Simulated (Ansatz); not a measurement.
The start is a relaxed Au cell displaced along its unstable phonon at q = (½, 0, 0) of its primitive reciprocal cell (26i cm⁻¹), largest move 0.15 Å. The structure is fully relaxed (lattice and positions, P = 0) with PBE (plane waves to 420 eV, PAW, scalar-relativistic; Ansatz, a first-principles code). The first steps use a coarse 6×12×12 k-mesh.

The start:
```yaml
crystal:
  lattice:
    - [5.49666, 0.00000, 0.00000]
    - [0.00000, 2.74833, 0.00000]
    - [0.00000, 0.00000, 2.74833]
  atoms:
    - { symbol: Au, position: [0.00000, 0.00000, 0.94542] }
    - { symbol: Au, position: [0.50000, 0.00000, 0.05458] }
```

Problem. What is the largest force in the starting geometry, and on which atom (counted from 1)?

Solution. 0.05 eV/Å, on Au1, Au2 (atoms numbered as listed).

Problem. By how much does the energy per atom fall from start to end?

Solution. 0.12 eV/atom.

Problem. How does the volume change?

Solution. -6.8 %, from 20.76 to 19.35 Å³/atom.

Problem. Is the parent structure recovered?

Solution. It does not go back: it reaches P6/mmm (No. 191), AFLOW prototype A_hP1_191_a (A_f, as in Sn), 0.12 eV/atom below the parent.

Problem. How do the shortest distances between atoms change?

Solution. The closest pairs of elements (up to four, under 3.6 Å), start → end: Au–Au 2.75 → 2.81 Å.

Problem. What band gap does the relaxed structure have at this level?

Solution. Zero (metallic).

Final values are on a 19×19×16 k-mesh of the relaxed cell. No spin polarisation in the result.

The run could not lose the symmetry of its start, so the end can be a saddle point.

The relaxed structure here is a generated cell of Au: the first start was made by placing the elements on the sites of a structure type, and the end was not matched to a known phase here, so it may be hypothetical. Known forms of Au include space group No. 225.
